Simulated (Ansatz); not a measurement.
Sheets of one type (M2XT2 MXene (fcc sites)-type), DFT-PBE in the program Ansatz with PAW potentials; HSE06 gaps on those cells.

| layer | a (Å) | thickness (Å) |
|---|---|---|
| Hf2NS2 | 3.411 | 5.67 |
| Ta2NS2 | 3.314 | 5.45 |
| Zr2NS2 | 3.439 | 5.73 |
| Ti2NS2 | 3.181 | 5.42 |
| Sc2NS2 | 3.332 | 5.88 |
| V2NS2 | ___ | ___ |
| V2NTe2 | 3.259 | 5.87 |

**Question.** Some entries are withheld; supply them.

**Answer.** 
- V2NS2, a (Å): 3.072
- V2NS2, thickness (Å): 5.23

Began spin-polarised and lost the moments: Hf2NS2, M2XT2 MXene (fcc sites)-type layer; Ta2NS2, M2XT2 MXene (fcc sites)-type layer; Zr2NS2, M2XT2 MXene (fcc sites)-type layer; Ti2NS2, M2XT2 MXene (fcc sites)-type layer; Sc2NS2, M2XT2 MXene (fcc sites)-type layer; V2NS2, M2XT2 MXene (fcc sites)-type layer; V2NTe2, M2XT2 MXene (fcc sites)-type layer. All cells were relaxed under the symmetry of their starts (and spin orders); stability against distortions was not tested throughout. Spin–orbit coupling is left out wherever it is not named. Constructed layers (a layer type filled with these elements): Hf2NS2, M2XT2 MXene (fcc sites)-type layer; Ta2NS2, M2XT2 MXene (fcc sites)-type layer; Zr2NS2, M2XT2 MXene (fcc sites)-type layer; Ti2NS2, M2XT2 MXene (fcc sites)-type layer; Sc2NS2, M2XT2 MXene (fcc sites)-type layer; V2NS2, M2XT2 MXene (fcc sites)-type layer; V2NTe2, M2XT2 MXene (fcc sites)-type layer.

Potentials: the later of the program's two PAW sets.
